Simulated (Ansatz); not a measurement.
The relaxed structure here is a generated cell of P: the first start was made by placing the elements on the sites of a structure type, and the end was not matched to a known phase here, so it may be hypothetical. Known forms of P include space group No. 64.

A relaxed cell of P (I4₁/amd (No. 141)), relaxed on a k-mesh at least as fine as the one used below. The numbers are results of r2SCAN (plane waves to 500 eV, PAW, scalar-relativistic; Ansatz, an electronic-structure program), not measurements. Γ-centred k-mesh 5×10×7 on the run's cell (coarser than for final values), Fermi–Dirac smearing 0.05 eV.

```yaml
crystal:
  lattice:
    - [-4.92682, 4.92682, 2.47107]
    - [2.46341, -2.46341, 1.23554]
    - [2.46341, 2.46341, -1.23554]
  atoms:
    - { symbol: P, position: [0.37500, 0.25000, 0.50000] }
    - { symbol: P, position: [0.87500, 0.25000, 0.50000] }
    - { symbol: P, position: [0.00000, 0.00000, 0.00000] }
    - { symbol: P, position: [0.50000, 0.00000, 0.00000] }
```

The atoms are displaced by (Å):

```tsv
atom	ux	uy	uz
P1	0.076	-0.022	-0.040
P2	0.038	-0.063	-0.008
P3	0.104	-0.098	-0.009
P4	-0.014	0.040	0.070
```

Problem. What forces (eV/Å) and pressure result?

Solution. 
| atom | Fx | Fy | Fz |
|---|---|---|---|
| P1 | 0.18 | -0.03 | 0.19 |
| P2 | -0.24 | 0.08 | 0.02 |
| P3 | 0.09 | 0.42 | -0.01 |
| P4 | -0.03 | -0.47 | -0.20 |

Pressure +0.3 GPa.

The undisplaced cell is probably no minimum: from this displacement the run went on to I2₁3 (No. 199), 0.46 eV/atom below it.

No spin polarisation in the result.
